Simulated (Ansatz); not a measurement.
The relaxed structure here is a generated cell of SiS2: the first start was made by placing the elements on the sites of a structure type, and the end was not matched to a known phase here, so it may be hypothetical.

A relaxed structure of SiS₂. Space group P4₂/mnm (No. 136), rutile type. All values below come from r2SCAN (plane waves to 500 eV, PAW, scalar-relativistic; Ansatz, a program for electronic structure).

Space group P4₂/mnm (No. 136); a = b = 5.687 Å, c = 3.295 Å, α = β = γ = 90.00°

```csv
atom,site,symmetry,x,y,z
Si,2a,m.mm,0.0000,0.0000,0.0000
S,4g,m.2m,0.1854,0.1854,0.5000
```

| Quantity | Value |
|---|---|
| Volume per atom | 17.76 Å³ |
| Density | 2.87 g/cm³ |
| Band gap | 0.32 eV, direct at Γ (no spin-orbit coupling) |
| Shortest distances | S–Si 2.22 Å; S–S 2.98 Å; Si–Si 3.29 Å |
| k-mesh | 6×6×10 |

Band energies at high-symmetry points (eV from the VBM; labels of this space group; no spin-orbit coupling), from −5 eV up to 4.4 eV:

```json
[
 {"point": "Γ", "energies": "-4.88 -4.54 -3.05 -1.92 -1.92 -0.70 -0.70 0.00 0.32 1.38 3.99 3.99"},
 {"point": "X", "energies": "-3.95 -3.95 -3.94 -3.94 -3.23 -3.23 -1.76 -1.76 -1.37 -1.37 1.89 1.89 3.10 3.10"},
 {"point": "M", "energies": "-3.85 -3.85 -2.25 -2.25 -1.99 -1.99 -1.95 -1.95 1.33 1.33 4.31 4.31"},
 {"point": "Z", "energies": "-3.94 -3.94 -2.58 -2.58 -2.33 -2.33 1.12 1.12"},
 {"point": "R", "energies": "-3.34 -3.34 -1.86 -1.86 -1.51 -1.51 2.13 2.13 2.30 2.30"},
 {"point": "A", "energies": "-4.77 -4.77 -3.83 -3.83 -2.23 -2.23 -1.29 -1.29 0.96 0.96"}
]
```

No spin polarisation in the result.

The run could not lower the symmetry of its start; a shaken copy of this end point relaxes with r2SCAN to Pmn2₁ (No. 31), 0.149 eV/atom lower.
